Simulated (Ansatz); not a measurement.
Cu Kα1 powder pattern (kinematic, no thermal factors).
2θ (°) (relative intensity): 19.23 (2), 20.93 (2), 25.03 (7), 28.95 (100), 29.02 (49), 31.76 (2), 35.00 (2), 41.41 (38), 41.46 (74), 48.99 (2), 51.36 (39), 58.25 (1), 60.00 (12), 60.16 (6), 67.97 (17), 68.01 (17), 68.12 (16), 75.55 (25), 75.66 (12), 89.99 (4)

The pattern is computed from a structure relaxed with DFT PBE, scalar-relativistic, plane waves, PAW (Ansatz). No spin polarisation. Its elements are Ge, Sn, Te.

Q: Give the structure.

A: SnGe$_{2}$Te$_{3}$.
Space group I4/mmm (No. 139). a = 4.358 Å, b = 4.358 Å, c = 18.444 Å, α = 90.00°, β = 90.00°, γ = 90.00°
```
atom  site  symmetry       x       y       z
  Sn    2a     4/mmm  0.0000  0.0000  0.0000
  Ge    4e       4mm  0.5000  0.5000  0.1686
  Te    4e       4mm  0.5000  0.5000  0.3281
  Te    2b     4/mmm  0.5000  0.5000  0.0000
```

A pattern alone doesn't exclude other cells with like lines; this is the one computed.

The cell was found from a structure generator's guess, not taken from experiment.
